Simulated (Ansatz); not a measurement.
CaO:
```
CELL_PARAMETERS angstrom
      3.90886     0.00000     0.00000
     -1.95443     3.38517     0.00000
      0.00000     0.00000     4.68353
ATOMIC_POSITIONS crystal
  Ca 0.33333 0.66667 0.75000
  Ca 0.66667 0.33333 0.25000
  O  0.33333 0.66667 0.25000
  O  0.66667 0.33333 0.75000
```

Tensor components refer to the Cartesian frame of this cell.

### Question
Give the high-frequency dielectric tensor and the Born effective charge tensors of the independent atoms from DFPT, plane-wave PAW LDA (Ansatz code).

### Answer

ε∞:
```
3.39  0.00  0.00
0.00  3.39  0.00
0.00  0.00  3.48
```
Z* of atom 1 (Ca), rows: field, columns: displacement, in e:
```
2.06  0.00  0.00
0.00  2.06  0.00
0.00  0.00  2.37
```
Z* of atom 3 (O), rows: field, columns: displacement, in e:
```
-2.06   0.00   0.00
 0.00  -2.06   0.00
 0.00   0.00  -2.37
```

Space group P6_3/mmc. The first step of the workflow began from a Materials Project structure, measured or hypothetical; the Crystallography Open Database copy checked does not list it. It is not the phase usual at ambient conditions (space group No. 225). The LDA relaxation kept the symmetry of its start; its stability against distortions is not shown here.

Potentials: the later of the program's two PAW sets.
